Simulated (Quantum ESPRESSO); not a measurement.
```cif
data_S4W2
_chemical_formula_sum 'S4 W2'
_space_group_name_H-M_alt 'P 1'
_space_group_IT_number 1
_cell_length_a 3.15382
_cell_length_b 3.15382
_cell_length_c 12.13834
_cell_angle_alpha 90.000
_cell_angle_beta 90.000
_cell_angle_gamma 120.000
loop_
_space_group_symop_operation_xyz
  'x, y, z'
loop_
_atom_site_label
_atom_site_type_symbol
_atom_site_fract_x
_atom_site_fract_y
_atom_site_fract_z
_atom_site_occupancy
S1 S 0.33333 0.66667 0.62024 1
S2 S 0.66667 0.33333 0.37976 1
S3 S 0.66667 0.33333 0.12024 1
S4 S 0.33333 0.66667 0.87976 1
W1 W 0.33333 0.66667 0.25000 1
W2 W 0.66667 0.33333 0.75000 1
```

Cell and atoms were relaxed with PBE+D3(BJ) from Materials Project entry mp-224, within its symmetry.

Task: What does PBE (Quantum ESPRESSO, PseudoDojo norm-conserving, 74 Ry, scalar-relativistic) give for the electronic structure near the Fermi level?

Result: The PBE gap is indirect, 0.92 eV, from Γ to 43 % of the way from K to Γ; the smallest direct gap is 1.83 eV. Spin-orbit coupling is left out, which matters for elements this heavy: edges can move by tenths of an eV.
